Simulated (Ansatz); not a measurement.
Phonons of NaF (Fm-3m)

```yaml
crystal:
  lattice:
    - [0.00000, 2.31510, 2.31510]
    - [2.31510, 0.00000, 2.31510]
    - [2.31510, 2.31510, 0.00000]
  atoms:
    - { symbol: Na, position: [0.00000, 0.00000, 0.00000] }
    - { symbol: F, position: [0.50000, 0.50000, 0.50000] }
```

The conventional cell has a = 4.630 Å, b = 4.630 Å, c = 4.630 Å, α = 90.00°, β = 90.00°, γ = 90.00°. Around Na (atom 1) lie 6 F at 2.32 Å. Around F (atom 2) lie 6 Na at 2.32 Å.

Level of theory, where no other is named: PBEsol, all-electron LAPW in Ansatz 0.2.0, scalar-relativistic. k mesh 8×8×8, fixed occupations, basis error target 0.5 meV/atom. The cell was relaxed by PAW under this functional.

Atoms are displaced by 0.01 Å in the smallest supercells that hold the wave vectors of a 2×2×2 mesh. Negative values stand for unstable modes. The zone centre has no LO-TO term.

(1) What are the phonon energies at the solved wave vectors, in cm⁻¹?

(2) Is the structure dynamically stable at these wave vectors?

(3) How do the optical zone-centre modes decompose, and which are active?

(4) How well do frozen-core PAW files reproduce these all-electron values?

(5) The cell is scaled evenly to 24.072 and 25.561 Å³ (from 24.816), with free atoms relaxed and the shape held. What are the mode Grüneisen parameters γ = −d ln ω/d ln V?

(6) Linear response on PAW files adds the field. What are the dielectric tensor, the Born charges and the LO shift?

Answers

(1) 

```tsv
q	point	modes (cm⁻¹)
0.000 0.000 0.000	Gamma	239.8 (×3)
0.500 0.000 0.000	L	173.3 (×2), 194.7 (×2), 295.8, 301.1
0.500 0.500 0.000	X	140.9 (×2), 252.1, 253.8 (×2), 279.9
```

(2) Yes, no mode is unstable there; wave vectors off this mesh aren't tested.

(3) Point group m-3m: Γ_opt = T1u.

```json
{"label": "T1u", "cm⁻¹": "239.8", "activity": "IR", "mostly": "F (55 %)"}
```

(4) With a cutoff of 420 eV and displacements of 0.0025 Å, the r.m.s. difference over the modes is 0.5 cm⁻¹; the largest difference is 239.0 (PAW) against 239.8 cm⁻¹ (LAPW).

(5) For the highest mode, 311.7 cm⁻¹ in the small cell and 291.2 in the large one give γ ≈ 1.13. From the change of the dynamical matrix on each mode:

```json
{"point": "Gamma", "cm⁻¹": "239.8", "γ": "2.44"}
{"point": "L", "cm⁻¹": "173.3", "γ": "2.21"}
{"point": "L", "cm⁻¹": "194.7", "γ": "2.18"}
{"point": "L", "cm⁻¹": "295.8", "γ": "1.07"}
{"point": "L", "cm⁻¹": "301.1", "γ": "1.14"}
{"point": "X", "cm⁻¹": "140.9", "γ": "-0.07"}
{"point": "X", "cm⁻¹": "252.1", "γ": "1.05"}
{"point": "X", "cm⁻¹": "253.8", "γ": "2.48"}
{"point": "X", "cm⁻¹": "279.9", "γ": "1.62"}
```

Weighted by the modes' heat capacities at 300 K, the mean on this mesh is 1.64; it moves with the q mesh, and a coarse one overweights the zone boundary. Rows under −0.05 (1 here) are modes that soften under compression and pull towards negative thermal expansion.

(6) ε∞ = (1.89, 1.89, 1.89) along x, y, z with local fields. Born charges (xx, yy, zz): Na1 (1.01, 1.01, 1.01); F2 (-1.01, -1.01, -1.01). The highest zone-centre mode lies at 238.9 cm⁻¹ without the macroscopic field and at 400.2 cm⁻¹ with it, for q along x. Lyddane-Sachs-Teller then gives ε₀ = ε∞ (ω_LO/ω_TO)² = 5.32. With the ions free to follow the field, the program's ε₀ is (5.32, 5.32, 5.32).

Caveats: the frozen-core PAW files of the compared runs were fitted under PBE, their cores solved anew for this functional; semilocal gaps are low, and ε∞ tends to come out large.
